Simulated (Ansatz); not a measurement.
How far is PAW off for Ga?

```
CELL_PARAMETERS angstrom
2.25535 -3.82240 0.00000
2.25535 3.82240 0.00000
0.00000 0.00000 4.60703
ATOMIC_POSITIONS crystal
Ga 0.15250 0.84750 0.07850
Ga 0.65250 0.34750 0.42150
Ga 0.84750 0.15250 0.92150
Ga 0.34750 0.65250 0.57850
```

Atom numbers follow the list: Ga1, Ga2, Ga3, Ga4.

The cell is COD entry 9008562, as deposited and not checked against the literature; nothing was relaxed. The listed cell was then made from it by scaling, straining or moving an atom.

Methods: DFT, PBEsol, PAW with Ansatz's default frozen-core files, scalar-relativistic (Ansatz 0.2.0); DFT, PBEsol, all-electron PAW with datasets made for the crystal, scalar-relativistic (Ansatz 0.2.0); DFT, PBEsol, all-electron LAPW, scalar-relativistic (Ansatz 0.2.0).

For PAW: a Γ-centred 9×9×8 k mesh, Fermi–Dirac smearing of 0.05 eV, cutoff 420 eV, no spin polarisation; the PAW files were made with PBE, and the program remakes their frozen cores for this functional. The crystal-made all-electron datasets (AE datasets) take a cutoff of 300 eV at this cell. LAPW targets a basis error of 1 meV/atom. The Ansatz runs share mesh, smearing and spin set-up. Plane-wave (PAW) pressures include the program's estimate of the Pulay term.

Stress and pressure are positive in compression.

```json
{"quantity": "pressure (GPa)", "PAW": "-2.15", "AE datasets": "-2.13", "LAPW": "-2.13"}
{"quantity": "stress xx (GPa)", "PAW": "-2.99", "AE datasets": "-2.96", "LAPW": "-2.95"}
{"quantity": "stress yy (GPa)", "PAW": "0.07", "AE datasets": "0.08", "LAPW": "0.08"}
{"quantity": "stress zz (GPa)", "PAW": "-3.53", "AE datasets": "-3.50", "LAPW": "-3.50"}
{"quantity": "force on Ga1, y (eV/Å)", "PAW": "-0.470", "AE datasets": "-0.468", "LAPW": "-0.468"}
```

PAW's pressure differs from the LAPW value by -0.02 GPa.
